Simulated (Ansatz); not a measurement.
Relaxed Au (fcc, Cu type):

```
CELL_PARAMETERS angstrom
      4.08345     0.00000     0.00000
      0.00000     4.08345     0.00000
      0.00000     0.00000     4.08345
ATOMIC_POSITIONS crystal
  Au 0.00000 0.00000 0.00000
  Au 0.50000 0.50000 0.00000
  Au 0.50000 0.00000 0.50000
  Au 0.00000 0.50000 0.50000
```

Calculation: PBEsol (plane waves to 420 eV, PAW, scalar-relativistic; Ansatz, a quantum-chemistry and plane-wave program). k mesh 9×9×9 (Γ-centred), Fermi-Dirac smearing 0.05 eV. With partly filled bands, energies and forces of such displacements shift with the k mesh and the smearing. Au was relaxed with its symmetry unable to fall. Spin-orbit coupling is left out, though Au is heavy.

One atom of the cell was then moved (with its periodic images), all else fixed, and the forces (eV/Å) came out as:

```tsv
atom	Fx	Fy	Fz
Au1	0.716	0.000	0.000
Au2	-0.227	0.000	0.000
Au3	-1.205	0.000	0.000
Au4	0.716	0.000	0.000
```

Q: Which atom was moved, and by which vector (Å)?

A: Au3, by (0.17, 0.00, 0.00), 0.17 Å in all.

(A displaced cell: forces are minus the slopes of the energy, force constants its curvatures, and phonons follow from these.)
